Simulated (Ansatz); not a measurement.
Na$_{2}$S:
```yaml
crystal:
  lattice:
    - [0.00000, 3.25561, 3.25561]
    - [3.25561, 0.00000, 3.25561]
    - [3.25561, 3.25561, 0.00000]
  atoms:
    - { symbol: Na, position: [0.25000, 0.25000, 0.25000] }
    - { symbol: Na, position: [0.75000, 0.75000, 0.75000] }
    - { symbol: S, position: [0.00000, 0.00000, 0.00000] }
```

Relaxed with r²SCAN.

### Question
Map the electron localisation function on the plane through (0.250, 0.250, 0.250) spanned by u = [1, 0, 0] and v = [-1, 1, 1] in lattice vectors, from DFT-r²SCAN in the program Ansatz with PAW potentials.

### Answer
x is the fraction of u, y of v (the angle between them is 90°; rows are the nearest grid lines); atoms in the plane: Na at (0.00, 0.00), Na at (0.00, 0.50), S at (0.50, 0.75).
```
|136730014677776410037631|
|346620026788887630026643|
|765100489999999983001567|
|431002799999999997200134|
|000148999976679999841000|
|000378999840048999873000|
|001479999720027999974100|
|000268999863368999862000|
|000037999998899999730000|
|653001589999999985100356|
|776300278999999872003677|
|236630015778877510036632|
|236730003566665300037632|
|776510000112211000015677|
|664100000000000000001466|
|000000000000000000000000|
|000000000000000000000000|
|000000000000000000000000|
|000000000000000000000000|
|000000000000000000000000|
|432000000000000000000234|
|766300000011110000003667|
|346630002455554200036643|
|136730014677776410037631|
```
Scale: ten equal steps from 0.008 (start of '0') to 0.868 (end of '9'), in the order '0123456789'; x runs from 0.000 to 1.00, y from 0.000 (bottom) to 1.00 (top).

The density is the valence pseudo-density with augmentation charge, so density and ELF within about 1 Å of a nucleus are not all-electron values.

Space group Fm-3m (anti-fluorite). Symmetry was held in the r²SCAN relaxation.

Potentials: the later of the program's two PAW sets.
